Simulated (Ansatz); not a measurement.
## Sn: clamped-ion strain scan

These are results of DFT PBEsol, scalar-relativistic, plane waves, PAW (Ansatz 0.2.0), not measurements. Settings: plane waves to 420 eV, k-mesh 20×20×20 (Γ-centred), Gaussian smearing 0.15 eV. No spin polarisation. Energies are free energies at this smearing, counted from the undisturbed cell; pressure is positive in compression.

The starting cell (as given, not relaxed at this level; it stands at -4.1 GPa; this form isn't the usual structure):

```
CELL_PARAMETERS angstrom
-1.59075 1.59075 2.91565
1.59075 -1.59075 2.91565
1.59075 1.59075 -2.91565
ATOMIC_POSITIONS crystal
Sn 0.00000 0.00000 0.00000
```

The cell is strained by ε times the Voigt pattern (0, 0, 1, 0, 0, 0) (xx, yy, zz, yz, xz, xy; engineering shear) with fractional coordinates fixed. The cell is metallic on the mesh throughout.

| ε | ΔE (meV/atom) | stress summed along the pattern (GPa, tension positive) | pressure (GPa) |
| --- | --- | --- | --- |
| -0.1000 | -66.8 | 1.21 | -0.1 |
| -0.0750 | -58.3 | 2.47 | -1.4 |
| -0.0500 | -43.8 | 3.81 | -2.5 |
| -0.0250 | -24.0 | 4.75 | -3.4 |
| 0.0000 | 0.0 | 5.68 | -4.1 |
| 0.0250 | 28.0 | ? | ? |
| 0.0500 | 58.5 | 6.81 | -5.2 |
| 0.0750 | 90.6 | ? | ? |
| 0.0875 | 107.2 | 7.26 | -5.7 |
| 0.1000 | 124.0 | ? | ? |

Give the withheld values.

stress summed along the pattern (GPa, tension positive) at ε = 0.0250: 6.41; pressure (GPa) at ε = 0.0250: -4.7; stress summed along the pattern (GPa, tension positive) at ε = 0.0750: 7.15; pressure (GPa) at ε = 0.0750: -5.5; stress summed along the pattern (GPa, tension positive) at ε = 0.1000: 7.32; pressure (GPa) at ε = 0.1000: -5.8.